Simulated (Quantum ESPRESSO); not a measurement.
# Strain and stress in Si5Ge2

The results below are calculated, not measured. They come from pw.x of Quantum ESPRESSO 7.5, a plane-wave density functional program, with PseudoDojo standard norm-conserving files (v0.5 for PBE, v0.4.1 for LDA and PBEsol). The cells are made up: elements, strain and atom displacements were drawn at random, and nothing was relaxed. There is no spin polarisation, spin-orbit coupling or dispersion term.

The cell has 8 sites of a zincblende or diamond lattice. Sites 1 to 4 hold Si Si Ge empty; sites 5 to 8 hold Si Si Ge Si. Cell vectors in Å: (5.512, -0.019, 0.077); (-0.019, 5.618, -0.024); (0.077, -0.024, 5.459). Settings: PBE, cutoff 1061 eV, 6 x 6 x 6 k mesh shifted by half a step, Fermi-Dirac smearing of 0.1 eV.

Each run adds the same linear strain along x, y and z to one cell, with the atoms carried along; the vectors above are those of run 4. Stress is positive in tension and P is minus a third of its trace. E is the free energy for each atom above the lowest run shown.

```
run  strain (%)  s_xx (GPa)  s_yy (GPa)  s_zz (GPa)  s_xy (GPa)  P (GPa)  E (meV/atom)
  1       -1.94       -5.47       -3.78       -3.56       -3.10     4.27         18.35
  2       -1.60       -4.63       -3.02       -2.77       -2.97     3.47         12.65
  4        0.23       -0.80        0.51        0.86       -2.33    -0.19          0.00
  5        0.49       -0.33        0.94        1.31       -2.25    -0.64          0.49
  6        1.67        1.57        2.67        3.09       -1.92    -2.44          8.93
  7        2.15        2.25        3.29        3.72       -1.79    -3.09         15.13
  3       -1.17           ?           ?           ?           ?        ?             ?
```

A rerun of one of these cells at 1347 eV and k mesh 8 x 8 x 8 moved values by no more than 0.005 eV in the cell's energy, 0.03 GPa in stress and 0.006 eV/Å in force.

## Worked fit

A parabola through the six runs shown gives P = 0.22 - 1.82 e + 0.133 e² GPa, with e in per cent and a scatter of 0.02 GPa. A linear strain of 1 % changes the volume by about 3 %, so the bulk modulus of this cell with clamped atoms is about 61 ± 1 GPa at e = 0. The error is the larger of the fit's own and the change that a cubic makes, rounded up.

## Withheld run

Question: what P should run 3 give?

The fit gives 2.53 GPa. The calculation gave 2.52 GPa.

```
run,strain (%),s_xx (GPa),s_yy (GPa),s_zz (GPa),s_xy (GPa),P (GPa),E (meV/atom)
3,-1.17,-3.64,-2.10,-1.83,-2.81,2.52,6.95
```